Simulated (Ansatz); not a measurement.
According to r²SCAN in the plane-wave PAW code Ansatz, Ga₂O₃ in the monoclinic phase (Cc; Pearson symbol mS20) relaxes to a = 9.910 Å, b = 5.699 Å, c = 5.835 Å, β = 122.2°. Ga on 4a has 4 nearest neighbours from 1.79 Å (tetrahedral); Ga on 4a has 4 nearest neighbours from 1.78 Å (tetrahedral); O on 4a has 3 nearest neighbours from 1.86 Å (trigonal planar); O on 4a has 3 nearest neighbours from 1.85 Å (trigonal planar). Its formation energy from the elements is -1.93 eV/atom, with no fitted shifts.

The Kohn–Sham gap is 2.86 eV (direct). The valence maximum lies at Γ and the conduction minimum at Γ. The electron mass is 0.30, 0.33, 0.38 mₑ (principal values). The hole mass is 0.86, 6.5, 8.6 mₑ (principal values).

Bader charges are Ga +1.96, O -1.32 to -1.29 e.

The start of the workflow was typed in or built on a structure type; neither database checked (COD, Materials Project) lists it. It is not the phase usual at ambient conditions (space group No. 12, 167). Symmetry was held in the r²SCAN relaxation; its stability against distortions is not shown here. The references are the lowest solids computed at this level, not always the standard phases (solids in place of the gases). Spin–orbit coupling is left out wherever it is not named.

Potentials: the earlier of the program's two PAW sets.
